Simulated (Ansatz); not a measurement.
Relaxed ZnSe (zinc blende):

```xyz
4
Lattice="0.0000 5.7330 5.7330 2.8665 2.8665 5.7330 2.8665 2.8665 0.0000" Properties=species:S:1:pos:R:3 pbc="T T T"
Se     4.2998     4.2998     4.2998
Se     4.2998     7.1663     7.1663
Zn     0.0000     0.0000     0.0000
Zn     2.8665     5.7330     2.8665
```

A phonon eigenvector at X = (0.5, 0.5, 0.0) is frozen into this cell: atom i moves by Q times the vector below, so Q is the largest atomic displacement, in Å. The cell is held. It is one choice among 2 degenerate patterns. (q is in reciprocal vectors of the primitive cell; the cell shown is doubled to hold the pattern.)

```
atom       x       y      z
----  ------  ------  -----
Se1    0.000   1.000  0.000
Se2    0.000  -1.000  0.000
Zn3   -0.834   0.000  0.000
Zn4    0.834   0.000  0.000
```

Method: PBE (plane waves to 420 eV, PAW, scalar-relativistic; Ansatz, a quantum-chemistry and plane-wave program). k mesh 10×10×10 (Γ-centred), Fermi-Dirac smearing 0.05 eV. The energy includes the smearing's −TS. Compression counts positive. ZnSe was relaxed with its symmetry unable to fall. ΔE is measured from the undisplaced structure.

Task: Predict the ΔE (meV/cell) and P (GPa) at Q (Å) = -0.030, 0.060, 0.090, 0.150, 0.180.

Result: 
| Q (Å) | ΔE (meV/cell) | P (GPa) |
|---|---|---|
| -0.030 | 16 | 0.09 |
| 0.060 | 65 | 0.39 |
| 0.090 | 146 | 0.87 |
| 0.150 | 412 | 2.44 |
| 0.180 | 599 | 3.53 |

(A displaced cell: forces are minus the slopes of the energy, force constants its curvatures, and phonons follow from these.)
